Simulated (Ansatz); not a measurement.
A relaxed cell of AlTlTeO₂ is given with its symmetry left out. The cell was found from a structure generator's guess, not taken from experiment.

All numbers below come from Ansatz, DFT PBE+D3(BJ), scalar-relativistic, plane waves, PAW. Cutoff 420 eV, Γ-centred mesh, Gaussian smearing, no spin polarisation.

```
CELL_PARAMETERS angstrom
1.59081 0.91846 9.59017
-1.59081 0.91846 9.59017
0.00000 -1.83691 9.59017
ATOMIC_POSITIONS crystal
Al 0.17563 0.17563 0.17563
Tl 0.30248 0.30248 0.30248
Te 0.75614 0.75614 0.75614
O 0.02148 0.02148 0.02148
O 0.52702 0.52702 0.52702
```

Formation energies are uncorrected and refer to the elements' standard structures at the same level (O₂ as a molecule).

Question: Find its symmetry and describe it.

Answer: R3m (No. 160). Conventional cell: a = 3.182 Å, c = 28.770 Å. Around Al lie 3 O at 1.91 Å and 3 Te at 3.09 Å; around Tl lie 3 O at 2.38 Å; Te is surrounded by 3 O at 2.68 Å and 3 Al at 3.09 Å; O on its first site has 3 Tl at 2.38 Å and 3 Te at 2.68 Å; 1 more site not described.

Question: How far does it lie from the elements in energy?

Answer: −0.89 eV/atom. A negative formation energy is needed for stability but isn't enough: competing phases decide.

Question: Is it a metal?

Answer: Yes, bands cross the Fermi level on the 12×12×12 mesh.

Question: From what recipe could a structure generator have reached it?

Answer: One such recipe: close-packed anion layers stacked ABC, next cell at B, with sites between them filled layer by layer (R3m, No. 160). Other recipes can lead to the same cell.

The last run used a 12×12×12 mesh for its 5-atom cell and Gaussian smearing of 0.10 eV. These runs have no spin–orbit coupling, which can matter for Te and Tl. Symmetry constrained the relaxation, so the result can be a saddle point.
